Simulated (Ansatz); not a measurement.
HgO:
```xyz
6
Lattice="3.5214 0.0000 0.0000 -1.7607 3.0496 0.0000 0.0000 0.0000 8.6174" Properties=species:S:1:pos:R:3 pbc="T T T"
Hg     0.4332     0.7503     4.3087
Hg     2.6550     0.0000     7.1811
Hg    -1.3275     2.2993     1.4362
O      0.9416     1.6309     0.0000
O      1.6383     0.0000     2.8725
O     -0.8191     1.4188     5.7449
```

Relaxed with LDA. Special points in fractions of this cell's reciprocal vectors: Γ (0.000, 0.000, 0.000); M (0.500, 0.000, 0.000); K (0.333, 0.333, 0.000); A (0.000, 0.000, 0.500); L (0.500, 0.000, 0.500); H (0.333, 0.333, 0.500).

List the band energies nearest the valence-band maximum at these points for the program Ansatz at the LDA level (PAW).

In eV from the valence-band maximum; about four levels below and three above (degenerate sets whole), none deeper than 8.9 eV; points with the same levels are listed once.

```
k                          below           above
-  -----------------------------  --------------
Γ  -1.92 -1.92 -0.57 -0.20 -0.20  1.35 3.43 3.43
M        -1.30 -0.88 -0.50 -0.48  3.21 3.99 4.16
K  -2.22 -2.22 -1.14 -0.62 -0.62  4.44 4.69 4.69
A  -1.60 -1.60 -0.61 -0.22 -0.22  2.01 2.01 3.89
L        -1.69 -1.27 -0.57 -0.31  3.15 3.80 4.28
H        -2.01 -1.52 -1.52 -0.13  4.59 4.59 4.75
```

Space group P3_121. The workflow started from a Materials Project entry (that database holds measured and hypothetical structures alike); the Crystallography Open Database copy checked does not list it. COD files the formula under space group No. 44, 62, so this cell is another polymorph or a model. Its standing as an ambient phase is unchecked. Symmetry was held in the LDA relaxation; phonons on a q-mesh show no instability. A crystal of weakly bound chains computed without a dispersion correction: the cell and the soft elastic constants depend strongly on that. Spin–orbit coupling is left out wherever it is not named.

Potentials: the later of the program's two PAW sets.
